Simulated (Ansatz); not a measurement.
**11B NMR of the central transition in Mg₃BH₃O₆**

Cell: a COD entry, taken as it stands.

Space group P6_3/m (No. 176); a = 8.9240, c = 3.1160 Å, γ = 120.00°.

| site | Wyckoff | site symmetry | x | y | z |
| --- | --- | --- | --- | --- | --- |
| Mg | 6h | m.. | 0.3721 | 0.3395 | 0.2500 |
| B | 2c | -6.. | 0.3333 | 0.6667 | 0.2500 |
| H | 6h | m.. | 0.9000 | 0.8100 | 0.2500 |
| O15 | 6h | m.. | 0.7924 | 0.7053 | 0.2500 |
| O21 | 6h | m.. | 0.4462 | 0.6020 | 0.2500 |

One atom of each set is listed.

The numbers come from a DFT calculation in Ansatz (PBE, plane waves and PAW, scalar-relativistic, 420 eV cutoff, Γ-centred 3×3×7 k-points, Fermi–Dirac smearing 0.02 eV).

11B has I = 3/2 and Q = 40.59 mb (Pyykkö 2018); at 9.4 T its Larmor frequency is ν₀ = 128.4 MHz. Only the quadrupole interaction is simulated: positions count from each site's isotropic chemical shift, and J coupling is left out, as are shift anisotropy and dipolar coupling, which fast spinning averages.

Simulated pattern of one B site (fast magic-angle spinning, Gaussian broadening 0.1 kHz):

```csv
offset (kHz),height
-3.536,0
-3.396,4
-3.257,6
-3.117,6
-2.978,6
-2.838,6
-2.699,7
-2.559,7
-2.420,7
-2.280,9
-2.141,79
-2.001,74
-1.862,53
-1.722,47
-1.583,44
-1.443,43
-1.304,43
-1.164,45
-1.025,47
-0.885,53
-0.746,64
-0.606,100
-0.467,85
-0.327,1
```

Problem. Which |C_Q| and η does the pattern imply?

Solution. The pattern spans 2.93 kHz before broadening and its centre of gravity is at -1.37 kHz, which fixes P_Q; the places of the horns and steps fix η. That gives P_Q = 2.65 MHz, |C_Q| = 2.65 MHz and η = 0.00. The sign of C_Q can't be read from the pattern.

An axis of threefold or higher order runs through B, so V_zz lies along it and η is zero.

At this cell the PBE pressure is 10 GPa, so with PBE the cell would grow if it were relaxed. The entry's cell may itself be off. The largest force is 1.3 eV/Å, so the atoms aren't at the calculated equilibrium and relaxing them would move these values.
